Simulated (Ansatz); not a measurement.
**One slab under several functionals: bcc Mo (100), 5 layers**

All-electron LAPW in Ansatz 0.2.0, scalar-relativistic, no spin–orbit coupling; no spin polarisation. Each functional has its own bulk lattice constant and relaxed 1×1 slab, with 16 to 20 Å of vacuum and a dipole correction.

| functional | area (Å²) | γ (J/m²) | Φ (eV) | Δd12 (%) |
| --- | --- | --- | --- | --- |
| LDA | 9.68 | 3.79 | 4.29 | -11.6 |
| PBEsol | 9.79 | ? | ? | -11.1 |
| PBE | 9.99 | 3.34 | 3.92 | -11.4 |

**Question.** Give the missing entry: row "PBEsol", column "γ (J/m²)".

**Answer.** 3.69.

**Question.** Fill in "Φ (eV)" for the row "PBEsol".

**Answer.** 4.04.
